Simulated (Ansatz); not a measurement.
# Bi2Te3 under compression and expansion

```yaml
crystal:
  lattice:
    - [2.19300, 1.26613, 10.16567]
    - [-2.19300, 1.26613, 10.16567]
    - [0.00000, -2.53226, 10.16567]
  atoms:
    - { symbol: Bi, position: [0.40000, 0.40000, 0.40000] }
    - { symbol: Bi, position: [0.60000, 0.60000, 0.60000] }
    - { symbol: Te, position: [0.00000, 0.00000, 0.00000] }
    - { symbol: Te, position: [0.20950, 0.20950, 0.20950] }
    - { symbol: Te, position: [0.79050, 0.79050, 0.79050] }
```

The cell is COD entry 9011962, as deposited and not checked against the literature; nothing was relaxed.

Spin–orbit coupling is left out, though it moves levels of the heavy atoms by tenths of an eV or more.

Methods: DFT, PBEsol, all-electron LAPW, scalar-relativistic (Ansatz 0.2.0); DFT, PBEsol, PAW with Ansatz's default frozen-core files, scalar-relativistic (Ansatz 0.2.0).

For LAPW: a Γ-centred 7×7×7 k mesh, Fermi–Dirac smearing of 0.08 eV, basis error target 1 meV/atom, no spin polarisation. PAW takes a cutoff of 420 eV at this cell (files made with PBE, cores remade for this functional). The Ansatz runs share mesh, smearing and spin set-up. Plane-wave (PAW) pressures include the program's estimate of the Pulay term.

The cell above is scaled evenly, with fractional coordinates and shape held.

| V/V(cell) | V (Å³/atom) | P, LAPW (GPa) | P, PAW (GPa) | gap on the k mesh, LAPW (eV) |
| --- | --- | --- | --- | --- |
| 0.9400 | 31.839 | 3.04 | 3.02 | 0.20 |
| 0.9800 | 33.194 | 0.50 | 0.48 | 0.23 |
| 1.0000 | 33.871 | -0.58 | -0.60 | 0.24 |
| 1.0100 | 34.210 | ? | ? | ? |
| 1.0400 | 35.226 | -2.40 | -2.41 | 0.26 |

Problem. Fill in the row V/V(cell) = 1.0100.

Solution. P, LAPW (GPa) = -1.07, P, PAW (GPa) = -1.09, gap on the k mesh, LAPW (eV) = 0.24.

Problem. What do Birch–Murnaghan fits to the pressures give?

Solution. LAPW: V0 = 33.50 Å³/atom, B0 = 53 GPa, B0′ = 4.6; PAW: V0 = 33.48 Å³/atom, B0 = 53 GPa, B0′ = 4.6.

PAW's V0 lies -0.04 % from the all-electron value and its B0 0.1 %. With shape and internal coordinates held, B0 is an upper bound to the relaxed modulus.
